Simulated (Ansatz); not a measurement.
Total density of states per atom from DFT-r²SCAN in the program Ansatz with PAW potentials, in 0.25 eV bins, energy from the Fermi level:

| E (eV) | states/eV/atom |
|---|---|
| -7.85 | 0.22 |
| -7.60 | 0.23 |
| -7.35 | 0.23 |
| -7.10 | 0.24 |
| -6.85 | 0.25 |
| -6.60 | 0.25 |
| -6.35 | 0.26 |
| -6.10 | 0.27 |
| -5.85 | 0.28 |
| -5.60 | 0.28 |
| -5.35 | 0.28 |
| -5.10 | 0.30 |
| -4.85 | 0.31 |
| -4.60 | 0.33 |
| -4.35 | 0.35 |
| -4.10 | 0.33 |
| -3.85 | 0.31 |
| -3.60 | 0.28 |
| -3.35 | 0.27 |
| -3.10 | 0.29 |
| -2.85 | 0.31 |
| -2.60 | 0.29 |
| -2.35 | 0.31 |
| -2.10 | 0.36 |
| -1.85 | 0.39 |
| -1.60 | 0.39 |
| -1.35 | 0.38 |
| -1.10 | 0.37 |
| -0.85 | 0.33 |
| -0.60 | 0.34 |
| -0.35 | 0.36 |
| -0.10 | 0.39 |
| 0.15 | 0.39 |
| 0.40 | 0.39 |
| 0.65 | 0.40 |
| 0.90 | 0.42 |
| 1.15 | 0.41 |
| 1.40 | 0.39 |
| 1.65 | 0.43 |
| 1.90 | 0.43 |
| 2.15 | 0.44 |
| 2.40 | 0.40 |
| 2.65 | 0.39 |
| 2.90 | 0.40 |
| 3.15 | 0.42 |
| 3.40 | 0.42 |
| 3.65 | 0.41 |
| 3.90 | 0.40 |
| 4.15 | 0.41 |
| 4.40 | 0.44 |
| 4.65 | 0.45 |

Q: Which of these materials gives this?
A. AlRu2C, P6_3/mmc (Al on 2d, Ru on 4f, C on 2a)
B. AlOs, CsCl type
C. Al, hcp (Mg type)
D. Lu2AlSi2, Immm (Lu on 4j, Al on 2a, Si on 4h)

A: C, Al, hcp (Mg type). Within 0.5 eV of the Fermi level: Al 3p 63 %, Al 3s 31 %, outside the projected shells 6 %. Projections are on Löwdin-orthogonalised atomic valence shells; empty p or d shells of many metals are not among them.

The workflow started from a Materials Project entry (that database holds measured and hypothetical structures alike); the Crystallography Open Database copy checked does not list it. It is not the phase usual at ambient conditions (space group No. 225). The cell was relaxed with r²SCAN under the symmetry of its start; of distortions, only those at the zone centre were tested.

Potentials: the later of the program's two PAW sets.
